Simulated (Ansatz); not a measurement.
Sn$_{4}$Te$_{3}$Se:
```yaml
crystal:
  lattice:
    - [2.00405, 1.15704, 21.85224]
    - [-2.00405, 1.15704, 21.85224]
    - [0.00000, -2.31408, 21.85224]
  atoms:
    - { symbol: Sn, position: [0.94251, 0.94251, 0.94251] }
    - { symbol: Sn, position: [0.19041, 0.19041, 0.19041] }
    - { symbol: Sn, position: [0.43859, 0.43859, 0.43859] }
    - { symbol: Sn, position: [0.68746, 0.68746, 0.68746] }
    - { symbol: Te, position: [0.24969, 0.24969, 0.24969] }
    - { symbol: Te, position: [0.49761, 0.49761, 0.49761] }
    - { symbol: Te, position: [0.74578, 0.74578, 0.74578] }
    - { symbol: Se, position: [0.99836, 0.99836, 0.99836] }
```

This is the LDA-relaxed structure.

Task: All from plane-wave PAW LDA (Ansatz code), unless another level is named. Predict the electron effective mass.

Result: 0.21, 0.35, 0.40 mₑ (principal values).

Task: Give the hole effective mass.

Result: 0.16, 1.3, 5.9 mₑ (principal values).

Task: Give the weight of the conduction-edge state by species (Voronoi cells).

Result: Sn 60 %, Te 29 %, Se 10 %.

Space group R3m. The first step of the workflow began from a Materials Project structure, measured or hypothetical; the Crystallography Open Database copy checked does not list it. Whether it is the stable phase at ambient conditions was not checked. The LDA relaxation kept the symmetry of its start; its stability against distortions is not shown here. A crystal of weakly bound layers computed without a dispersion correction: the cell and the soft elastic constants depend strongly on that. Scalar-relativistic: spin–orbit coupling is off unless named, which matters more the heavier the elements.

Potentials: the later of the program's two PAW sets.

Edges and masses are those of Kohn–Sham bands, whose gap is no quasiparticle gap.
